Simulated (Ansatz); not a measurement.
## Bi$_{2}$Se$_{3}$, a database entry at a rescaled volume

```
Bi Se
1.0
     2.09335    3.62580    0.00000
    -2.09335    3.62580    0.00000
     0.00000   -2.41720    9.64603
Bi Se
2 3
Direct
  0.40080 0.40080 0.20240
  0.59920 0.59920 0.79760
  0.00000 0.00000 0.00000
  0.21170 0.21170 0.63510
  0.78830 0.78830 0.36490
```

Level: r2SCAN, no spin polarisation; 500 eV; 7×7×7 Γ-centred mesh; fermi-dirac occupations (width 0.0158 eV); Ansatz 0.2.0, fixed geometry.

**Charges.** Bader charges in e: Bi +1.10, Se -0.90 to -0.65. In the mean Bi gives up most and Se takes most.
**Band edges.** Within 0.7 eV of the edges, the states project mainly on Se p (82 %) below the gap and on Bi p (67 %) and Se p (18 %) above it.
**Contacts.** Bi–Se at 2.88 Å: least valence density 0.33 e/Å³ and ELF 0.48 there. These are pseudo-fields; inside the PAW spheres they differ from the all-electron ones.
**Forces.** The largest is on Se4 (and as large on other atoms): 0.31 eV/Å, components (0.00, 0.00, 0.31). It makes 57° with the line to a nearest neighbour, Bi2 at 2.88 Å.
**Electronic structure.** The gap is 0.51 eV, direct at the points sampled.
**Stress.** The pressure is -0.6 GPa (compression positive), so with the atoms held at these fractions the cell would first shrink.
**Formation energy.** -0.42 eV an atom against the elements' usual phases (free molecules for gases, crystals otherwise, with no correction for O₂ or N₂), so it is bound against them; other compounds may still compete. Relaxing would lower it.

Origin: a database entry at a rescaled volume. Caveats: no spin-orbit coupling, which can shift this gap by tenths of an eV.
